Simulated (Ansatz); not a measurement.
Be5Au in space group F-43m (No. 216; Be on 16e, Be on 4c, Au on 4a), plane-wave PAW PBE (Ansatz code), all energies at zero smearing, with the estimated change up to a 700 eV cutoff added, with one set of potentials and settings (totals compare only within such a set). Cell of 6 atoms (5 Be, 1 Au): -13613.690 eV.

| element | reference phase | E (eV/atom) |
|---|---|---|
| Be | P6_3/mmc, 2 atoms in the cell | -92.7620 |
| Au | Fm-3m, 1 atoms in the cell | -13149.3277 |

Formation energy per atom, worked out: (-13613.690 − 5×(-92.7620) − 1×(-13149.3277))/6 = -0.092 eV/atom (-9 kJ per mol of atoms), at 0 K, without zero-point energy or fitted corrections.

The first step of the workflow began from a Materials Project structure, measured or hypothetical; the Crystallography Open Database files this formula in space group No. 216, but the cells were not matched. Whether it is the stable phase at ambient conditions was not checked. The cell was relaxed with PBE under the symmetry of its start; whether a distortion lowers the energy is not shown. The references are the lowest solids computed at this level, not always the standard phases. Scalar-relativistic: spin–orbit coupling is off unless named, which matters more the heavier the elements.

Potentials: the later of the program's two PAW sets.
